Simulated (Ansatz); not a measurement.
Computed with DFT PBE, scalar-relativistic, plane waves, PAW in Ansatz 0.2.0. All cells share a 420 eV cutoff and Γ-centred k meshes spaced at most about 0.3 Å⁻¹ (about 0.25 or finer for metals, 2π included). No spin polarisation in the final relaxations.

Temperature and zero-point effects are left out.

Compare these two cells of InAs₂, each relaxed at this level.

A.

```
In As
1.0
     5.26283    0.00000    0.00000
    -2.63141    4.55774    0.00000
     0.00000    0.00000    2.80016
In As
1 2
Direct
  0.00000 0.00000 0.50000
  0.33333 0.66667 0.50000
  0.66667 0.33333 0.50000
```

B.

```
In As
1.0
     3.62549    0.00000    0.00000
    -1.81275    3.13977    0.00000
     0.00000    0.00000   13.55988
In As
2 4
Direct
  0.66667 0.33333 0.25000
  0.33333 0.66667 0.75000
  0.33333 0.66667 0.44723
  0.33333 0.66667 0.05277
  0.66667 0.33333 0.94723
  0.66667 0.33333 0.55277
```

Task: Which form is favoured at zero pressure, and by what margin per atom?

Result: B is lower, by 140 meV/atom. A has space group P6/mmm (No. 191), 22.4 Å³/atom and no gap on its mesh; B has space group P6_3/mmc (No. 194), 25.7 Å³/atom and no gap. Counting As atoms around In (those within 1.25 times the shortest such distance or 1.15 times the sum of covalent radii; a plus sign parts nearer from farther groups; the shortest distance is added where it is long for a bond), A has In 6 and B has In 6+2 from 3.4 Å. B holds As–As nets (shortest 2.54 Å); in A the shortest As–As distance is 2.80 Å, near bonding range too. The lower one is the more open, so pressure narrows the difference. Even the lower one lies +0.08 eV/atom against the reference forms of the elements (uncorrected), so neither is stable at this level. In A, around In lie 2 In at 2.80 Å and 6 As at 3.04 Å; As is surrounded by 2 As at 2.80 Å, 3 As at 3.04 Å and 3 In at 3.04 Å. In B, In is surrounded by 6 As at 3.40 Å, 6 In at 3.63 Å and 2 As at 4.11 Å; around As lie 3 As at 2.54 Å, 3 In at 3.40 Å, 6 As at 3.63 Å and 1 In at 4.11 Å. Both come from invented guesses. A third cell relaxed alike, in P6_3/mmc, lies 25 meV/atom below the lower of the two.

In P6/mmm an odd number of electrons in the primitive cell allows no gap without spin; a larger cell or a magnetic state could open one. A magnetic state wasn't ruled out in cells without spin, among them P6/mmm. Cells relaxed within their symmetry can be saddle points.
